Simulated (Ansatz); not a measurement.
The elements of this relaxed trial crystal are hidden behind letters.

```
lattice vectors (Å)
   5.4056    0.0000    0.0000
   0.0000    5.4056    0.0000
   0.0000    0.0000    5.4056
fractional positions
X 0.0000 0.0000 0.0000
Z 0.5000 0.5000 0.0000
Z 0.5000 0.0000 0.5000
Z 0.0000 0.5000 0.5000
```

Level of theory: Ansatz, DFT PBE, scalar-relativistic, plane waves, PAW. Settings of the last relaxation (4-atom cell): 420 eV, 10×10×10 k points, Gaussian smearing of 0.10 eV, no spin polarisation.

- Space group: Pm-3m (No. 221)
- Conventional cell: a = 5.406 Å
- Volume per atom: 39.49 Å³
- Density: 7.84 g/cm³
- Formation energy: +0.10 eV/atom
- Gap on the 10×10×10 mesh of the 4-atom cell: 0 eV (a metal)

Energies are uncorrected and count from the elements' standard states at the same level.

Q: X is an s-block element of period 6 and Z is a p-block element of period 6. Which elements are they?

A: X = Cs, Z = Tl, so the formula is CsTl3, here in the Cu3Au (L1_2) type. Density times volume gives a mean mass of 7.84 × 39.49/1.6605 = 186.5 u per atom, and this set has 186.5 u. Among the elements that the hints allow, noble gases aside, only these give it. Cs is surrounded by 12 Tl at 3.82 Å; around Tl lie 4 Cs at 3.82 Å and 8 Tl at 3.82 Å.

These runs have no spin–orbit coupling, which can matter for Tl. Symmetry constrained the relaxation, so the result can be a saddle point.
